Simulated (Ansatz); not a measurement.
Ansatz input file:

```yaml
crystal:
  lattice:
    - [-1.8513771911, 1.6591334353, 1.8559687942]
    - [1.8513771911, -1.6591334353, 1.8559687942]
    - [1.8513771911, 1.6591334353, -1.8559687942]
  atoms:
    - { symbol: Sn, position: [0.0, 0.0, 0.0] }
basis:
  ecutwfc: 420
kpoints:
  mp_grid: { grid: [16, 16, 16] }
hamiltonian:
  xc: pbesol
  dispersion: d3bj
scf:
  occupations: { method: gaussian, width: 0.1 }
output:
  forces: true
  stress: true
  eigenvalues: true
  write_density: true
  write_potential: true
  elf: true
  volumetric_format: npy
relax:
  adjacent_minimum: "off"
  f_tol: 0.01
  max_steps: 30
  cell: { stress_tol: 0.1, fix: [volume] }
```

Launched with
```bash
ansatz run input.yaml --threads 1 --pin off --max-ram 2560MiB --backend cpu --events-out ev --progress --plain --runs-dir out
```

Computed with DFT PBEsol+D3(BJ), scalar-relativistic, plane waves, PAW (Ansatz 0.2.0).

From the run's log, abridged:

```
Pseudopotentials: kind: paw
Pseudopotential: Sn, paw, valence charge 14, recommended cutoff 420 eV (normal)
Functional definition: PBEsol
Crystal: 1 atom, lattice volume = 22.804 Å³
Basis set: ecut = 420 eV, 449 PW (Γ), exchange–correlation on 48×48×48 points (8 copies of the dense FFT grid, shifted against one another)
Bands: 11, of which v1, the nominal top of the filled ones, is band 7 counted from 1 (6 counted from 0)
Symmetry: 8 space group operations
Space group: Immm (ITA 71), of the structure as read, at distance tolerance 2.8e-5 Å
k-points: 621 of 4096
Initial density: superposition of atomic densities (neutral atoms: chi_scale 0, normalization atom), corrected by the library's trained network
Initial wavefunctions: pseudopotential atomic-orbital guess
Functional: x = pbesol(κ = 0.804, μ = 0.12345679), c = pbesol(β = 0.046)
SCF iter   1: F=—  HF=-5950.129594 eV  |F-HF|=—  |Δ(HF+E_count)|=         —  Δρ=2.74e-3  dr2=9.72e-4  ethr=1.77e-3  ⟨swp⟩=5.0  Hψ=40626  notcnv=0
SCF iter   2: F=—  HF=-5950.128622 eV  |F-HF|=—  |Δ(HF+E_count)|=   9.71e-4  Δρ=1.38e-3  dr2=2.53e-4  ethr=6.95e-6  ⟨swp⟩=2.0  Hψ=12929  notcnv=0
SCF iter   3: F=—  HF=-5950.128523 eV  |F-HF|=—  |Δ(HF+E_count)|=   9.90e-5  Δρ=2.11e-4  dr2=6.80e-6  ethr=1.81e-6  ⟨swp⟩=2.0  Hψ=11011  notcnv=0
SCF iter   4: F=—  HF=-5950.128515 eV  |F-HF|=—  |Δ(HF+E_count)|=   8.41e-6  Δρ=1.10e-4  dr2=1.92e-6  ethr=4.86e-8  ⟨swp⟩=2.0  Hψ=11019  notcnv=0
SCF iter   5: F=—  HF=-5950.128514 eV  |F-HF|=—  |Δ(HF+E_count)|=   9.36e-7  Δρ=4.38e-5  dr2=3.14e-7  ethr=1.37e-8  ⟨swp⟩=2.4  Hψ=11215  notcnv=0
SCF iter   6: F=-5950.128514 eV  HF=-5950.128514 eV  |F-HF|=1.14e-8  |Δ(HF+E_count)|=   1.94e-7  Δρ=7.47e-6  dr2=8.98e-9  ethr=7.14e-10  ⟨swp⟩=9.2  Hψ=46458  notcnv=0
SCF 1 converged in 6 iterations: F = -5950.128514 eV  dr2 = 8.98e-9
relax step   1: F+E_penalty+E_count = -5950.12851380 eV  Δ(F+E_penalty+E_count) = +0.000e0 eV  max|allowed force component| = 0.000e0 eV/Å  Δτ_max = 0.0000 Å  P = +7.252 GPa  Ω = 22.804 Å³  fix = [volume]  reactions: volume +7.252 GPa (6 SCF iters, dr2 threshold 1.00e-7 eV, accepted)
Initial density: handed on by an earlier stage of this run
Initial wavefunctions: those handed on with the density
SCF iter   1: F=—  HF=-5950.128531 eV  |F-HF|=—  |Δ(HF+E_count)|=         —  Δρ=3.67e-5  dr2=2.51e-7  ethr=3.60e-9  ⟨swp⟩=3.1  Hψ=57580  notcnv=0
SCF iter   2: F=—  HF=-5950.128531 eV  |F-HF|=—  |Δ(HF+E_count)|=   2.26e-8  Δρ=1.72e-5  dr2=4.88e-8  ethr=1.79e-9  ⟨swp⟩=1.0  Hψ=6833  notcnv=0
SCF iter   3: F=-5950.128531 eV  HF=-5950.128531 eV  |F-HF|=8.17e-10  |Δ(HF+E_count)|=   1.40e-9  Δρ=2.66e-6  dr2=1.05e-9  ethr=2.14e-10  ⟨swp⟩=7.7  Hψ=38723  notcnv=0
SCF 2 converged in 3 iterations: F = -5950.128531 eV  dr2 = 1.05e-9
relax step   2: F+E_penalty+E_count = -5950.12853103 eV  Δ(F+E_penalty+E_count) = -1.723e-5 eV  max|allowed force component| = 0.000e0 eV/Å  Δτ_max = 0.0000 Å  P = +7.247 GPa  Ω = 22.804 Å³  energy of the carried Pulay correction = -1.840e-7 eV  fix = [volume]  reactions: volume +7.247 GPa (3 SCF iters, dr2 threshold 3.00e-8 eV, accepted)
Initial wavefunctions: pseudopotential atomic-orbital guess (no wavefunctions were taken with the density)
SCF iter   1: F=—  HF=-5950.128532 eV  |F-HF|=—  |Δ(HF+E_count)|=         —  Δρ=2.95e-6  dr2=1.39e-9  ethr=6.01e-8  ⟨swp⟩=2.9  Hψ=56181  notcnv=0
SCF iter   2: F=—  HF=-5950.128532 eV  |F-HF|=—  |Δ(HF+E_count)|=   1.07e-7  Δρ=1.02e-6  dr2=1.29e-10  ethr=9.89e-12  ⟨swp⟩=2.6  Hψ=11662  notcnv=0
SCF iter   3: F=-5950.128532 eV  HF=-5950.128532 eV  |F-HF|=1.91e-11  |Δ(HF+E_count)|=  1.91e-11  Δρ=5.13e-7  dr2=2.82e-11  ethr=1.00e-12  ⟨swp⟩=6.4  Hψ=32568  notcnv=0
SCF 3 converged in 3 iterations: F = -5950.128532 eV  dr2 = 2.82e-11
SCF converged after 3 iterations
Free energy (F): -5950.128532 eV
Harris-Foulkes:  -5950.128532 eV  (|F-HF|=1.91e-11)
Internal energy: -5950.126134 eV  (E = F + TS)
E sigma→0 (E₀):  -5950.127333 eV
Entropy (-TS):   -0.002398 eV (-2.398 meV/atom)
Fermi energy:    13.548171 eV
--- Per-component energies (eV) ---
  E_band       = -45.579342
  E_kinetic    = 189.198417
  E_local      = -701.129592  (includes V_loc(G=0)·N_el)
  E_nonlocal   = -30.586041
  E_hartree    = 474.496355
  E_xc         = -380.927943
  E_vxc        = -99.012765  (∫ρ·V_xc dr)
  E_paw        = -4064.118389  (= ΣΔE_a)
  E_vpaw       = -353.042051  (= ΣTr[D̂ρ^β])
  E_aug_tail   =  0.000000  (compensation charges beyond the density's cutoff)
  E_ewald      = -1436.876099
  E_disp       = -0.467681  (pairwise vdW)
  E_core_change = 0.284840  (= ΣΔE_core)
  E_smearing   = -0.002398  (= −TS)
--- Forces (eV/Å), atoms counted from 1 ---
  atom   1  Sn     0.00000000     0.00000000     0.00000000
--- Stress (GPa, compression-positive) ---
        7.280481       0.000000       0.000000
        0.000000       7.226660       0.000000
        0.000000       0.000000       7.232790
  P = ⅓ Tr σ = 7.2466 GPa (72.466 kbar)
--- Band table (eV; the first three rows and the last of 621) ---
  k-point 0: bands = ["-8.1382", "-8.0703", "-8.0698", "-7.9316", "-7.8349", "1.0214", "22.4944", "22.4947", "24.0881", "26.0119", "26.0294"]
  k-point 1: bands = ["-8.1326", "-8.0674", "-8.0657", "-7.9291", "-7.8384", "1.1243", "22.0429", "22.1167", "23.3121", "25.3342", "25.4362"]
  k-point 2: bands = ["-8.1282", "-8.0621", "-8.0410", "-7.9213", "-7.8481", "1.4339", "20.6693", "21.1064", "21.9367", "24.5197", "24.5313"]
  k-point 620: bands = ["-8.1866", "-8.1402", "-7.7731", "-7.7729", "-7.7360", "11.6935", "12.0573", "12.0757", "14.5884", "16.7648", "18.5159"]
--- Relaxed structure (2 steps of the walk, 2 accepted, 1 SCFs on fresh bases) ---
  F+E_penalty+E_count = -5950.12853226 eV   max|allowed force component| = 0.000e0 eV/Å   (the final SCF, on the basis selected at the relaxed cell)
  cell:  # Å, volume = 22.8038 Å³
    - [-1.85188839, 1.66080228, 1.85359200]
    - [1.85188839, -1.66080228, 1.85359200]
    - [1.85188839, 1.66080228, -1.85359200]
  atoms:
    - { symbol: Sn, position: [0.0, 0.0, 0.0] }
```

The relaxation met its thresholds.

It took 27 s on 1 thread of Intel(R) Xeon(R) Platinum 8488C (Sapphire Rapids) (shared host), peak memory 0.51 GiB.